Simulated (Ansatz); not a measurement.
TaSi$_{2}$:
```xyz
6
Lattice="-3.0558 3.0558 2.7102 3.0558 -3.0558 2.7102 3.0558 3.0558 -2.7102" Properties=species:S:1:pos:R:3 pbc="T T T"
Si     0.8791     3.9349     0.0000
Si     0.8791     2.1767     2.7102
Si     2.1767     0.8791     0.0000
Si     2.1767    -0.8791     2.7102
Ta     0.0000     0.0000     1.3551
Ta     0.0000     0.0000     4.0653
```

Relaxed with PBE. Special points in fractions of this cell's reciprocal vectors: Γ (0.000, 0.000, 0.000); X (0.000, 0.000, 0.500); M (-0.500, 0.500, 0.500); Z (0.447, 0.447, -0.447); Z0 (-0.447, 0.553, 0.447); P (0.250, 0.250, 0.250); N (0.000, 0.500, 0.000).

Question: List the band energies nearest the Fermi level at these points for PBE in the plane-wave PAW code Ansatz.

Answer: In eV from the Fermi level; about four levels below and three above (degenerate sets whole), none deeper than 8.9 eV; points with the same levels are listed once.

```tsv
k	below	above
Γ	-1.07 -1.07 -0.83 -0.25	0.74 2.13 4.07 4.07
X	-1.08 -0.57 -0.17 -0.16	1.65 2.29 2.69
M	-3.38 -3.38 -1.49 -0.64 -0.23	0.12 1.01 1.30
Z	-3.34 -3.34 -1.88 -0.54	0.13 0.15 0.81
P	-1.75 -1.75 -0.94 -0.94	0.11 0.11 0.77 0.77
N	-1.09 -1.09 -0.60 -0.60	0.27 0.27 2.02 2.02
```

Space group I4/mcm. The cell is a constructed one: a structure type filled with these elements; neither database checked (COD, Materials Project) lists it. COD files the formula under space group No. 180, 181, so this cell is another polymorph or a model. Its standing as an ambient phase is unchecked. The cell was relaxed with PBE under the symmetry of its start; its stability against distortions is not shown here. No spin polarisation was allowed. Spin–orbit coupling is left out wherever it is not named.

Potentials: the later of the program's two PAW sets.
